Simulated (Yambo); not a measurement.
Yambo run on RhCuO₂ (space group R-3m, No. 166). The wavefunctions are PBEsol (Quantum ESPRESSO, PseudoDojo norm-conserving, 92 Ry, without SOC) ones on a 4×4×4 mesh (24 occupied bands); a = b = c = 5.9097 Å, α = β = γ = 30.12°.

Yambo input:

```
rim_cut
HF_and_locXC
RandQpts= 1000000
RandGvec= 1 Ry
EXXRLvcs= 92 Ry
VXCRLvcs= 368 Ry
% QPkrange
 1 | 1 | 24 | 25 |
 3 | 3 | 24 | 25 |
 7 | 7 | 24 | 25 |
 11 | 11 | 24 | 25 |
 13 | 13 | 24 | 25 |
%
```

k points by index: 1 = Γ, 3 = L, 7 = F, 11 = (0.25, -0.5, -0.5), 13 = Z.

Table of the .hf output:

```
#    K-point    Band    Eo [eV]    Ehf [eV]    Vxc [eV]    Vnlxc [eV]
#
    1    24    -0.517504    -5.123605    -20.86165    -25.46775
    1    25    2.357252    5.665317    -23.23606    -19.92800
    3    24    -0.347654    -5.795972    -22.62481    -28.07313
    3    25    2.196734    7.512684    -23.16260    -17.84665
    7    24    0.000000    -5.077098    -25.66409    -30.74119
    7    25    2.004809    7.019325    -22.72163    -17.70711
    11    24    -0.028478    -5.102089    -22.85382    -27.92743
    11    25    1.179608    5.104644    -23.21909    -19.29405
    13    24    -0.012955    -4.922115    -21.85525    -26.76441
    13    25    2.814023    7.999887    -22.94797    -17.76211
```
Exchange alone, without screening.

Geometry relaxed with PBEsol.
